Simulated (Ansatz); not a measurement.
S:
```xyz
32
Lattice="0.0000 6.3968 12.2711 5.2214 0.0000 12.2711 5.2214 6.3968 0.0000" Properties=species:S:1:pos:R:3 pbc="T T T"
S      8.0372    10.5994    20.2512
S      7.6271     8.5911    20.2512
S      8.0372     8.5911    16.5621
S      7.6271    10.5994    16.5621
S      5.0164     5.3927    10.4266
S      5.4265     7.4010    10.4266
S      5.0164     7.4010    14.1156
S      5.4265     5.3927    14.1156
S      9.5842    10.9744    21.5535
S      6.0801     8.2160    21.5535
S      9.5842     8.2160    15.2598
S      6.0801    10.9744    15.2598
S      3.4694     5.0176     9.1243
S      6.9734     7.7760     9.1243
S      3.4694     7.7760    15.4180
S      6.9734     5.0176    15.4180
S      8.7847     5.2131    11.0646
S      1.6581     7.5805    11.0646
S      8.7847     7.5805    13.4776
S      1.6581     5.2131    13.4776
S      4.2689     4.3821     7.3421
S      6.1740     8.4115     7.3421
S      4.2689     8.4115    17.2001
S      6.1740     4.3821    17.2001
S      3.5388    10.0361    12.3841
S      6.9040     2.7576    12.3841
S      3.5388     2.7576    12.1582
S      6.9040    10.0361    12.1582
S      4.2933     5.9560     6.0226
S      6.1495     6.8377     6.0226
S      4.2933     6.8377    18.5196
S      6.1495     5.9560    18.5196
```

Relaxed with plane-wave PAW r²SCAN+D4 (Ansatz code). Indices refer to the conventional cell of Fddd, a = 10.443 Å, b = 12.794 Å, c = 24.542 Å, α = β = γ = 90.00°.

### Question
Simulate the powder diffraction pattern (Mo Kα, λ = 0.71073 Å; lines above 1 %) up to 2θ = 45°.

### Answer
Simulated powder pattern, Mo Kα, λ = 0.71073 Å (kinematic, ideal powder, no thermal factors, no anomalous dispersion; the 30 strongest lines at most, above 1 %, up to 2θ = 45°):

| 2θ (°) | d (Å) | I/Imax (%) | hkl |
|---|---|---|---|
| 7.08 | 5.752 | 11 | (113) |
| 10.08 | 4.045 | 12 | (220) |
| 10.46 | 3.898 | 11 | (131) |
| 10.62 | 3.842 | 100 | (222) |
| 11.47 | 3.556 | 7.7 | (133) |
| 11.84 | 3.446 | 39 | (026) |
| 12.26 | 3.328 | 24 | (311) |
| 12.67 | 3.220 | 24 | (206) |
| 12.68 | 3.217 | 13 | (117) |
| 12.76 | 3.198 | 13 | (040) |
| 13.13 | 3.107 | 22 | (313) |
| 13.27 | 3.076 | 14 | (135) |
| 14.40 | 2.836 | 21 | (044) |
| 15.58 | 2.622 | 13 | (137) |
| 16.40 | 2.492 | 11 | (244) |
| 16.85 | 2.425 | 16 | (317) |
| 17.30 | 2.363 | 6.4 | (335) |
| 17.84 | 2.291 | 8.9 | (0 2 10) |
| 19.33 | 2.117 | 9.8 | (319) |
| 19.48 | 2.101 | 10 | (062) |
| 21.55 | 1.901 | 12 | (515)+(355) |
| 22.45 | 1.825 | 5.7 | (2 2 12) |
| 23.07 | 1.777 | 21 | (357)+(517) |
| 23.40 | 1.752 | 13 | (535) |
| 23.80 | 1.723 | 17 | (602)+(0 4 12) |
| 24.27 | 1.690 | 13 | (175) |
| 24.96 | 1.645 | 12 | (359)+(519) |
| 25.43 | 1.615 | 13 | (371)+(551) |
| 25.53 | 1.608 | 9.6 | (2 2 14) |
| 30.56 | 1.348 | 6.2 | (660) |

The r²SCAN+D4 relaxation kept the symmetry of its start.

Potentials: the later of the program's two PAW sets.
